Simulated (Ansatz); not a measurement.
A generator proposed this cell of Si3Ge.

```
Si Ge
1.0
     2.72238    0.00000    0.00000
    -1.36119    2.35765    0.00000
     0.00000    0.00000   10.10720
Si Ge
3 1
Cartesian
  0.0000 1.5718 7.5804
  0.0000 1.5718 2.5268
  1.3612 0.7859 0.0000
  1.3612 0.7859 5.0536
```

Computed with DFT PBE, scalar-relativistic, plane waves, PAW (Ansatz). Settings: cutoff 420 eV, Γ-centred mesh 6×6×2 on the computed 4-atom cell, Gaussian smearing of 0.10 eV; no spin polarisation.

The zero of energy is the elements' standard structures at the same level; no fitted shifts are applied.

Problem. How far from equilibrium is it?

Solution. The pressure is 1.1 GPa (the mean over three directions, positive in compression), the largest force is 0.48 eV/Å, and the energy is +0.60 eV/atom against the elements. The shortest distance is 2.72 Å.

Problem. Is it a good guess?

Solution. A fair one: relaxing gains under 0.1 eV/atom (the start's value is from the coarse mesh, so the gain is rough) in 26 ionic steps and ends at +0.51 eV/atom on the finer mesh. The symmetry stays P-6m2 (No. 187). The volume per atom shrinks by 2.4 %, from 16.2 to 15.8 Å³. The shortest distance goes from 2.72 Å (Ge–Ge and Si–Si) to 2.70 Å (Si–Si). The ratio c/a of the conventional cell changes by a factor of 0.89. Conventional cell: a = 2.803 Å, c = 9.308 Å. Around Si on a site of symmetry 3m lie 9 Si at 2.70–2.80 Å and 3 Ge at 2.97 Å; Si on a site of symmetry -6m2 is surrounded by 12 Si at 2.70–2.80 Å; around Ge lie 6 Ge at 2.80 Å and 6 Si at 2.97 Å.

The last run used an 18×18×6 mesh (in the run's order of axes) for its 4-atom cell and Gaussian smearing of 0.10 eV. The relaxation can't lower the symmetry of the start, and the grade says only how near the guess is to its own end. Symmetry constrained the relaxation, so the result can be a saddle point. Another cell of Si3Ge relaxed alike, in P-4m2, lies 0.49 eV/atom lower, so this cell isn't the stable form at this level.
